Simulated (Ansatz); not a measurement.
Input, command and steps of an Ansatz relaxation.

```yaml
crystal:
  lattice:
    - [6.9552509075, 0.0, 0.0]
    - [0.0, 6.9552509075, 0.0]
    - [0.0, 0.0, 6.4634966652]
  atoms:
    - { symbol: Si, position: [0.2692498435, 0.0, 0.1193140972] }
    - { symbol: Si, position: [0.0, 0.7307501565, 0.8806859028] }
    - { symbol: Si, position: [0.0, 0.2692498435, 0.8806859028] }
    - { symbol: Si, position: [0.7307501565, 0.0, 0.1193140972] }
    - { symbol: Si, position: [0.0, 0.0, 0.5] }
    - { symbol: O, position: [0.19190333, 0.0, 0.3565740649] }
    - { symbol: O, position: [0.0, 0.80809667, 0.6434259351] }
    - { symbol: O, position: [0.0, 0.19190333, 0.6434259351] }
    - { symbol: O, position: [0.80809667, 0.0, 0.3565740649] }
    - { symbol: O, position: [0.1914476445, 0.1914476445, 0.0] }
    - { symbol: O, position: [0.1914476445, 0.8085523555, 0.0] }
    - { symbol: O, position: [0.8085523555, 0.1914476445, 0.0] }
    - { symbol: O, position: [0.8085523555, 0.8085523555, 0.0] }
    - { symbol: O, position: [0.5, 0.0, 0.1207156002] }
    - { symbol: O, position: [0.0, 0.5, 0.8792843998] }
basis:
  ecutwfc: 420
kpoints:
  mp_grid: { grid: [4, 4, 4] }
hamiltonian:
  xc: lda
scf:
  occupations: { method: gaussian, width: 0.02 }
output:
  forces: true
  stress: true
  eigenvalues: true
relax:
  adjacent_minimum: "off"
  f_tol: 0.01
  max_steps: 30
  cell: { stress_tol: 0.1, fix: [volume] }
```

```bash
ansatz run input.yaml --threads 4 --pin off --max-ram 10240MiB --backend cpu --events-out ev --progress --plain --runs-dir out
```

The calculation used DFT LDA, scalar-relativistic, plane waves, PAW (Ansatz 0.2.0).

The volume is held at 1.03 times that of the relaxed cell.

Of 6 frames 5 are shown, positions in Å and forces in eV/Å; the SCF threshold varies from step to step. Steps run on the plane waves of an earlier cell, with a Pulay correction in the pressure. The basis is chosen afresh for the last frame, the zero of the energies, and at times for earlier ones too; energy and pressure can step there, also at an unchanged geometry. Where two frames share a geometry here, they differ by under 2 meV/atom and 0.3 GPa.

```xyz
15
Lattice="6.9553 0.0000 0.0000 0.0000 6.9553 0.0000 0.0000 0.0000 6.4635" Properties=species:S:1:pos:R:3:forces:R:3 pbc="T T T" step=1 free_energy_over_end_meV_per_atom=1.82 pressure_GPa=-3.44
Si    1.8727    0.0000    0.7712   -0.0571    0.0000   -0.0149
Si    0.0000    5.0826    5.6923    0.0000    0.0571    0.0149
Si    0.0000    1.8727    5.6923    0.0000   -0.0571    0.0149
Si    5.0826    0.0000    0.7712    0.0571    0.0000   -0.0149
Si    0.0000    0.0000    3.2317    0.0000    0.0000    0.0000
O     1.3347    0.0000    2.3047   -0.2380    0.0000   -0.1821
O     0.0000    5.6205    4.1588    0.0000    0.2380    0.1821
O     0.0000    1.3347    4.1588    0.0000   -0.2380    0.1821
O     5.6205    0.0000    2.3047    0.2380    0.0000   -0.1821
O     1.3316    1.3316    0.0000   -0.2312   -0.2312    0.0000
O     1.3316    5.6237    0.0000   -0.2312    0.2312    0.0000
O     5.6237    1.3316    0.0000    0.2312   -0.2312    0.0000
O     5.6237    5.6237    0.0000    0.2312    0.2312    0.0000
O     3.4776    0.0000    0.7802    0.0000    0.0000   -0.0001
O     0.0000    3.4776    5.6833    0.0000    0.0000    0.0001
15
Lattice="6.9540 0.0000 0.0000 0.0000 6.9540 0.0000 0.0000 0.0000 6.4659" Properties=species:S:1:pos:R:3:forces:R:3 pbc="T T T" step=2 free_energy_over_end_meV_per_atom=0.96 pressure_GPa=-3.19
Si    1.8708    0.0000    0.7712    0.0080    0.0000    0.0015
Si    0.0000    5.0832    5.6946    0.0000   -0.0080   -0.0015
Si    0.0000    1.8708    5.6946    0.0000    0.0080   -0.0015
Si    5.0832    0.0000    0.7712   -0.0080    0.0000    0.0015
Si    0.0000    0.0000    3.2329    0.0000    0.0000    0.0000
O     1.3299    0.0000    2.3021   -0.1760    0.0000   -0.1424
O     0.0000    5.6241    4.1638    0.0000    0.1760    0.1424
O     0.0000    1.3299    4.1638    0.0000   -0.1760    0.1424
O     5.6241    0.0000    2.3021    0.1760    0.0000   -0.1424
O     1.3272    1.3272    0.0000   -0.1615   -0.1615    0.0000
O     1.3272    5.6268    0.0000   -0.1615    0.1615    0.0000
O     5.6268    1.3272    0.0000    0.1615   -0.1615    0.0000
O     5.6268    5.6268    0.0000    0.1615    0.1615    0.0000
O     3.4770    0.0000    0.7803    0.0000    0.0000    0.0045
O     0.0000    3.4770    5.6855    0.0000    0.0000   -0.0045
15
Lattice="6.9480 0.0000 0.0000 0.0000 6.9480 0.0000 0.0000 0.0000 6.4771" Properties=species:S:1:pos:R:3:forces:R:3 pbc="T T T" step=3 free_energy_over_end_meV_per_atom=0.03 pressure_GPa=-2.53
Si    1.8684    0.0000    0.7727   -0.0304    0.0000   -0.0221
Si    0.0000    5.0796    5.7043    0.0000    0.0304    0.0221
Si    0.0000    1.8684    5.7043    0.0000   -0.0304    0.0221
Si    5.0796    0.0000    0.7727    0.0304    0.0000   -0.0221
Si    0.0000    0.0000    3.2385    0.0000    0.0000    0.0000
O     1.3159    0.0000    2.2947   -0.0180    0.0000    0.0084
O     0.0000    5.6320    4.1823    0.0000    0.0180   -0.0084
O     0.0000    1.3159    4.1823    0.0000   -0.0180   -0.0084
O     5.6320    0.0000    2.2947    0.0180    0.0000    0.0084
O     1.3162    1.3162    0.0000    0.0148    0.0148    0.0000
O     1.3162    5.6318    0.0000    0.0148   -0.0148    0.0000
O     5.6318    1.3162    0.0000   -0.0148    0.0148    0.0000
O     5.6318    5.6318    0.0000   -0.0148   -0.0148    0.0000
O     3.4740    0.0000    0.7833    0.0000    0.0000    0.0174
O     0.0000    3.4740    5.6938    0.0000    0.0000   -0.0174
15
Lattice="6.9489 0.0000 0.0000 0.0000 6.9489 0.0000 0.0000 0.0000 6.4753" Properties=species:S:1:pos:R:3:forces:R:3 pbc="T T T" step=4 free_energy_over_end_meV_per_atom=0.02 pressure_GPa=-2.53
Si    1.8680    0.0000    0.7723    0.0083    0.0000   -0.0032
Si    0.0000    5.0809    5.7031    0.0000   -0.0083    0.0032
Si    0.0000    1.8680    5.7031    0.0000    0.0083    0.0032
Si    5.0809    0.0000    0.7723   -0.0083    0.0000   -0.0032
Si    0.0000    0.0000    3.2377    0.0000    0.0000    0.0000
O     1.3151    0.0000    2.2944    0.0109    0.0000   -0.0216
O     0.0000    5.6338    4.1810    0.0000   -0.0109    0.0216
O     0.0000    1.3151    4.1810    0.0000    0.0109    0.0216
O     5.6338    0.0000    2.2944   -0.0109    0.0000   -0.0216
O     1.3169    1.3169    0.0000    0.0058    0.0058    0.0000
O     1.3169    5.6319    0.0000    0.0058   -0.0058    0.0000
O     5.6319    1.3169    0.0000   -0.0058    0.0058    0.0000
O     5.6319    5.6319    0.0000   -0.0058   -0.0058    0.0000
O     3.4744    0.0000    0.7841    0.0000    0.0000    0.0124
O     0.0000    3.4744    5.6912    0.0000    0.0000   -0.0124
15
Lattice="6.9479 0.0000 0.0000 0.0000 6.9479 0.0000 0.0000 0.0000 6.4772" Properties=species:S:1:pos:R:3:forces:R:3 pbc="T T T" step=6 free_energy_over_end_meV_per_atom=0.00 pressure_GPa=-2.53
Si    1.8679    0.0000    0.7721    0.0002    0.0000   -0.0003
Si    0.0000    5.0800    5.7051    0.0000   -0.0002    0.0003
Si    0.0000    1.8679    5.7051    0.0000    0.0002    0.0003
Si    5.0800    0.0000    0.7721   -0.0002    0.0000   -0.0003
Si    0.0000    0.0000    3.2386    0.0000    0.0000    0.0000
O     1.3144    0.0000    2.2937    0.0007    0.0000   -0.0002
O     0.0000    5.6335    4.1834    0.0000   -0.0007    0.0002
O     0.0000    1.3144    4.1834    0.0000    0.0007    0.0002
O     5.6335    0.0000    2.2937   -0.0007    0.0000   -0.0002
O     1.3175    1.3175    0.0000   -0.0003   -0.0003    0.0000
O     1.3175    5.6304    0.0000   -0.0003    0.0003    0.0000
O     5.6304    1.3175    0.0000    0.0003   -0.0003    0.0000
O     5.6304    5.6304    0.0000    0.0003    0.0003    0.0000
O     3.4740    0.0000    0.7864    0.0000    0.0000    0.0016
O     0.0000    3.4740    5.6907    0.0000    0.0000   -0.0016
```

The run took 34 s on 4 threads of Arm Neoverse V2 (shared host), peak memory 0.74 GiB.